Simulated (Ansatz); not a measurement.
## Bi₂Te₃: how strain makes field gradients

```
CELL_PARAMETERS angstrom
2.19300 1.26613 10.16567
-2.19300 1.26613 10.16567
0.00000 -2.53226 10.16567
ATOMIC_POSITIONS crystal
Bi 0.40000 0.40000 0.40000
Bi 0.60000 0.60000 0.60000
Te 0.00000 0.00000 0.00000
Te 0.20950 0.20950 0.20950
Te 0.79050 0.79050 0.79050
```

Atoms are numbered in the order listed.

The cell is COD entry 9011962, as deposited and not checked against the literature; nothing was relaxed.

Theory: DFT, PBEsol, all-electron PAW with datasets made for the crystal, scalar-relativistic (Ansatz 0.2.0).

Settings: a Γ-centred 7×7×7 k mesh, Fermi–Dirac smearing of 0.08 eV, cutoff 240 eV (chosen by the program for this cell), no spin polarisation.

The cell is scaled evenly. Fractional coordinates are held (clamped ions).

The columns are Cartesian components of the electric field gradient at the nuclei, in 10²¹ V/m².

No spin–orbit coupling: at heavy atoms the gradients can be off by tens of per cent for that reason.

Only quantities that a quadratic follows smoothly over the whole series are listed; rougher ones are left out.

```csv
ln(V/Vcell),Vzz at Te4
-0.0619,0.91
-0.0202,1.05
0.0000,1.13
0.0392,1.28
```

**Question.** Fit the series and give the gradient–strain slopes.

**Answer.** Least-squares fits y = p0 + p1 x + p2 x² to the rows give Vzz at Te4: p1 = 3.76, p2 = 3.9. The slopes p1 are in 10²¹ V/m² per unit strain, for clamped ions.

**Question.** One run, at ln(V/Vcell) = 0.0100, is withheld. Predict its row.

**Answer.** The fits give 1.17; the run gave 1.16.
